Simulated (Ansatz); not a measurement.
# Al: energy along a strain

Al, Im-3m, a = 3.182 Å (as given, not relaxed at this level: 0.5 GPa). This isn't the element's structure at ambient conditions. Ansatz: r2SCAN, PAW, 500 eV, Γ-centred 20×20×20 mesh on 1 atom, Gaussian smearing 0.15 eV; no spin polarisation. Cell vectors (Å): -1.591 1.591 1.591; 1.591 -1.591 1.591; 1.591 1.591 -1.591. The cell is strained by x per cent times the pattern (0 0 0 1 0 0) in the order xx yy zz yz xz xy (engineering shears), with fractional coordinates held. y is the free energy over the start, V0 = 16.116 Å³/atom. Symmetry makes y even in x.

```
x (%) y (meV/atom)
-2.00          0.73
-1.00          0.16
 0.00          0.00
 0.25          0.01
 0.50          0.04
 0.75          0.09
 1.25          0.26
 1.50          0.38
 1.75             ?
```

**Question.** Fit y = c2 x² + c4 x⁴ to the other rows, get the stiffness along the pattern, and predict the missing energy.

**Answer.** Least squares on the rows shown. y = 0.1538 x² + 0.007142 x⁴. The clamped-ion stiffness p·C·p = 2 × 1.538 eV × 160.2 / 16.116 Å³ = 31 GPa, which is C44 in these axes (second derivative at the start, which stands under stress). At x = 1.75 the fit asked for gives 0.54 meV/atom. The run gave 0.54 meV/atom, the same to the digits shown.